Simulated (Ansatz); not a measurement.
## What a change of settings does: Y (hcp type)

First run: DFT, PBE, all-electron LAPW, scalar-relativistic (Ansatz 0.2.0).

Command: `ansatz run input.yaml --threads 1 --pin off --max-ram 2048MiB --backend cpu --events-out ev --progress --plain --runs-dir out` It took 21 s on 1 thread of Arm Neoverse V2, on a shared host, peak memory 0.41 GiB.

```yaml
crystal:
  lattice:
    - [2.9303226138, 0.0, 0.0]
    - [-1.4651613069, 2.5377338248, 0.0]
    - [0.0, 0.0, 4.8658684447]
  atoms:
    - { symbol: "Y", position: [0.3333333333, 0.6666666667, 0.25] }
    - { symbol: "Y", position: [0.6666666667, 0.3333333333, 0.75] }
kpoints:
  mp_grid: { grid: [14, 14, 7] }
scf:
  occupations: { method: fermi_dirac, width: 0.05 }
hamiltonian:
  xc: pbe
  pseudopotentials: { kind: all_electron, lapw: { basis_error: 0.001 } }
output:
  forces: true
  stress: true
  eigenvalues: true
  populations: true
```

The base cell comes from a relaxation on PAW files under the same functional.

This run: volume at 0.55 of the series' base cell.

It converges in 7 SCF iterations at a pressure of 56.3 GPa.

The input is then changed:

```diff
   occupations: { method: fermi_dirac, width: 0.05 }
+  n_extra_bands: 32
 hamiltonian:
   pseudopotentials: { kind: all_electron, lapw: { basis_error: 0.001 } }
+  dispersion: d3bjatm
 output:
```

Predict the outcome of the changed run.

It converges in 7 SCF iterations at a pressure of 51.7 GPa. More than one line changes, and not each need have an effect.
